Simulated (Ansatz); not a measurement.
Relaxed-ion elastic tensor of AgPt (L1₀ or tetragonal B2, P4/mmm) in GPa (Voigt order), DFT-PBEsol in the program Ansatz with PAW potentials; density 15.99 g/cm³, 15.73 Å³ per atom.

```
 322   115   156   0.0   0.0   0.0
 115   322   156   0.0   0.0   0.0
 156   156   225   0.0   0.0   0.0
 0.0   0.0   0.0  57.6   0.0   0.0
 0.0   0.0   0.0   0.0  57.6   0.0
 0.0   0.0   0.0   0.0   0.0  17.0
```

Task: Is the crystal mechanically stable?

Result: Yes: the smallest eigenvalue of C is 17.0 GPa.

Task: Work out the Voigt, Reuss and Hill averages.

Result: K_V = 192, K_R = 189, K_H = 190; G_V = 55.9, G_R = 39.6, G_H = 47.7 GPa.

Task: Give Young's modulus, Poisson's ratio, Pugh's ratio and the universal anisotropy index.

Result: E = 9KG/(3K + G) = 132 GPa; ν = 0.38; K/G = 3.99 (ductile by the Pugh limit of 1.75); A_U = 5G_V/G_R + K_V/K_R − 6 = 2.08.

Task: Estimate the sound speeds and the Debye temperature.

Result: v_l = √((K + 4G/3)/ρ) = 3980 m/s, v_t = √(G/ρ) = 1730 m/s, mean 1950 m/s; Θ = (h/k)(3n/4πV)^(1/3) v_m = 232 K.

Task: Solve the Christoffel equation for the three sound speeds along x, y, z.

Result: Eigenvalues of C_ijkl n_j n_l equal ρv². In km/s, slowest first: x 1.03, 1.90, 4.49; y 1.03, 1.90, 4.49; z 1.90, 1.90, 3.75.

Task: How much does each axis shrink under pressure?

Result: Linear compressibilities β_i = Σ_j S_ij (j = 1 to 3): x 1.4, y 1.4, z 2.5 per TPa.

The start of the workflow was typed in or built on a structure type; neither database checked (COD, Materials Project) lists it. Whether it is the stable phase at ambient conditions was not checked. Symmetry was held in the PBEsol relaxation; its stability against distortions is not shown here. The run is not spin-polarised. As this level gives no gap, shear constants depend on the k-mesh and smearing (Fermi–Dirac, 0.1 eV here). On the denser mesh and wider smearing of the elastic run this cell carries a stress of 0.4 GPa. Spin–orbit coupling is left out wherever it is not named.

Potentials: the earlier of the program's two PAW sets. The files were generated under PBE; for other functionals the program regenerates the frozen cores, and for LDA and PBEsol the local potential too.
